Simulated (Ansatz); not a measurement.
BaZrO3:
```
CELL_PARAMETERS angstrom
      4.22716     0.00000     0.00000
      0.00000     4.22716     0.00000
      0.00000     0.00000     4.22716
ATOMIC_POSITIONS crystal
  O  0.00000 0.50000 0.50000
  O  0.50000 0.00000 0.50000
  O  0.50000 0.50000 0.00000
  Ba 0.00000 0.00000 0.00000
  Zr 0.50000 0.50000 0.50000
```

Cartesian axes are those of the cell as given.

Question: Give the high-frequency dielectric tensor and the Born effective charge tensors of the independent atoms from DFPT, DFT-PBE in the program Ansatz with PAW potentials.

Answer: 
ε∞:
```
4.87  0.00  0.00
0.00  4.87  0.00
0.00  0.00  4.87
```
Z* of atom 1 (O), rows: field, columns: displacement, in e:
```
-4.85   0.00   0.00
 0.00  -2.00   0.00
 0.00   0.00  -2.00
```
Z* of atom 4 (Ba), rows: field, columns: displacement, in e:
```
2.74  0.00  0.00
0.00  2.74  0.00
0.00  0.00  2.74
```
Z* of atom 5 (Zr), rows: field, columns: displacement, in e:
```
6.11  0.00  0.00
0.00  6.11  0.00
0.00  0.00  6.11
```

Static charges for comparison (Bader): O1 -1.36, Ba4 +1.54, Zr5 +2.55 e. Born charges measure polarisation by displacement and can exceed these by far.

Space group Pm-3m (cubic perovskite). Symmetry was held in the PBE relaxation. At this level the phase is dynamically unstable (imaginary phonons). No spin polarisation was allowed. Spin–orbit coupling is left out wherever it is not named.

Potentials: the later of the program's two PAW sets.
